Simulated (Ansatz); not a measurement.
A surface is cut from this relaxed crystal of TiN:

```cif
data_structure
_symmetry_space_group_name_H-M 'P 1'
_symmetry_Int_Tables_number 1
_cell_length_a 2.9726
_cell_length_b 2.9726
_cell_length_c 2.9726
_cell_angle_alpha 60.000
_cell_angle_beta 60.000
_cell_angle_gamma 60.000
_cell_volume 18.57
loop_
_atom_site_label
_atom_site_type_symbol
_atom_site_fract_x
_atom_site_fract_y
_atom_site_fract_z
_atom_site_occupancy
Ti1 Ti 0.00000 0.00000 0.00000 1
N1 N 0.50000 0.50000 0.50000 1
```

Miller indices refer to the conventional cell of Fm-3m (No. 225), a = 4.204 Å, b = 4.204 Å, c = 4.204 Å, α = 90.00°, β = 90.00°, γ = 90.00°.

The (100) slab of 6 planes, 10.5 Å thick with 15 Å of vacuum as cut; outer planes TiN (top) and TiN (bottom).

Level of theory: Ansatz, DFT PBEsol, scalar-relativistic, plane waves, PAW. Cutoff 420 eV; k points 12×12×1 on the computed 12-atom cell (Γ-centred); Gaussian smearing, width 0.10 eV; no spin polarisation. The cell repeats along c with a dipole correction in the vacuum.

With the atoms at the bulk's places:

```json
{
  "Surface energy (mean of both faces)": "1.85 J/m²",
  "Work function": "2.51 eV"
}
```

Task: What changes when all atoms relax within this surface cell and its symmetry?

Result: The energy falls by 0.382 J/m² a face, and the largest move is 0.13 Å.

- Surface energy (mean of both faces): 1.47 J/m²
- Work function: 2.96 eV

```
plane (bottom to top) atoms spacing to next, bulk (Å) relaxed (Å) change (%) rumpling (Å)
                    1    TiN                      2.102        2.071        -1.5         0.178
                    2    TiN                      2.102        2.090        -0.6         0.037
                    3    TiN                      2.102        2.104        +0.1         0.052
                    4    TiN                      2.102        2.090        -0.6         0.052
                    5    TiN                      2.102        2.071        -1.5         0.037
                    6    TiN                                                             0.178
```

Spin polarisation was left out, and a magnetic state may lie lower.